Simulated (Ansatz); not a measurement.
Cu Kα1 powder pattern (kinematic, no thermal factors).
2θ (°) (relative intensity): 12.60 (2), 22.60 (4), 27.49 (100), 34.37 (2), 37.32 (2), 42.05 (2), 45.66 (24), 45.66 (47), 54.12 (29), 54.13 (14), 66.55 (7), 66.56 (3), 73.44 (6), 73.45 (11), 84.44 (15), 84.45 (7)

The pattern is computed from a structure relaxed with DFT PBE, scalar-relativistic, plane waves, PAW (Ansatz). No spin polarisation. Its elements are S, Se, Zn.

Q: Give the structure.

A: Zn₅Se₃S₂.
Space group I-4m2 (No. 119). a = 3.971 Å, b = 3.971 Å, c = 28.074 Å, α = 90.00°, β = 90.00°, γ = 90.00°
```
atom  site  symmetry       x       y       z
  Zn    2d      -4m2  0.5000  0.0000  0.2500
  Zn    4f      2mm. 0.0000  0.5000  0.3542
  Zn    4f      2mm. 0.5000  0.0000  0.4480
  Se    4e      2mm. 0.0000  0.0000  0.1979
  Se    2a      -4m2  0.0000  0.0000  0.0000
   S    4e      2mm. 0.5000  0.5000  0.0989
```

A pattern alone doesn't exclude other cells with like lines; this is the one computed.

It was reached by relaxing an invented guess, and it needn't be the stable form of this composition.
